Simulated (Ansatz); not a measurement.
Cs (bcc, W type), frozen-phonon scan

Relaxed Cs (bcc, W type):

```
CELL_PARAMETERS angstrom
     -6.15681     6.15681     6.15681
      3.07841    -3.07841     3.07841
      3.07841     3.07841    -3.07841
ATOMIC_POSITIONS crystal
  Cs 0.00000 0.00000 0.00000
  Cs 0.50000 0.00000 0.00000
```

The atoms are displaced by Q × the pattern below (from a DFPT mode at N = (0.5, 0.0, 0.0), largest move 1; Q in Å), at fixed cell. (q is in reciprocal vectors of the primitive cell; the cell shown is doubled to hold the pattern.)

| atom | x | y | z |
|---|---|---|---|
| Cs1 | 0.000 | -0.707 | -0.707 |
| Cs2 | 0.000 | 0.707 | 0.707 |

The numbers are results of PBE (plane waves to 420 eV, PAW, scalar-relativistic; Ansatz, a first-principles code), not measurements. k mesh 11×11×11 (Γ-centred), Fermi-Dirac smearing 0.05 eV. Energies are smeared free energies. With partly filled bands, energies and forces of such displacements shift with the k mesh and the smearing. Cs was relaxed with its symmetry unable to fall. The PAW data are Ansatz's earlier set. The zero of ΔE is the undisplaced structure.

| Q (Å) | ΔE (meV/cell) | −dE/dQ from forces (eV/Å) |
|---|---|---|
| -0.100 | 6.1 | 0.123 |
| -0.083 | 4.3 | 0.102 |
| -0.067 | 2.7 | 0.082 |
| -0.050 | 1.5 | 0.061 |
| -0.033 | 0.7 | 0.041 |
| -0.017 | 0.2 | 0.020 |
| 0.000 | 0.0 | 0.000 |
| 0.017 | 0.2 | -0.020 |
| 0.033 | 0.7 | -0.041 |
| 0.050 | 1.5 | -0.061 |
| 0.067 | 2.7 | -0.082 |
| 0.083 | 4.3 | -0.102 |
| 0.100 | 6.1 | -0.123 |

Summary:

```
Item                                                                                                                 Result
-----------------------------------------------------------  --------------------------------------------------------------
Energy at Q = 0.100 Å                                                                                          6.1 meV/cell
Space group of the distorted cell                                                         Cmme (No. 67), lowered from Im-3m
Symmetry of the curve                                                                         even: the same for both signs
Shape of the curve                                           a single well with its minimum at or next to zero displacement
Harmonic wavenumber from the curvature (finite differences)                                                         35 cm⁻¹
Wavenumber by perturbation theory (DFPT, on another k mesh)                                                         35 cm⁻¹
```

(For displaced atoms, the force is minus the slope of the energy, and its curvature is a force constant, which sets phonon frequencies.)
